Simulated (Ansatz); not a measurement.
Question: MnSi in space group P2_13 (No. 198; Mn on 4a, Si on 4a) is relaxed with PBE in the plane-wave PAW code Ansatz. What lattice parameters of the conventional cell result?

Answer: a = 4.519 Å.

These are the values of the symmetrised cell.

Question: Give the free coordinates with the occupied sites.

Answer: In one choice of origin and axes:

| atom | site | symmetry | x | y | z |
|---|---|---|---|---|---|
| Mn | 4a | .3. | 0.6364 | 0.6364 | 0.6364 |
| Si | 4a | .3. | 0.3452 | 0.3452 | 0.3452 |

Question: Is it a metal or does it have a gap at this level?

Answer: No gap at this level.

Symmetry was held in the PBE relaxation. Magnetic state: ferromagnetic, chosen from 4 collinear starts compared on coarse meshes (ties went to the first, and starts can fall back to one state), not a proven ground state. Textbook magnetic order: helical.

Potentials: the earlier of the program's two PAW sets.
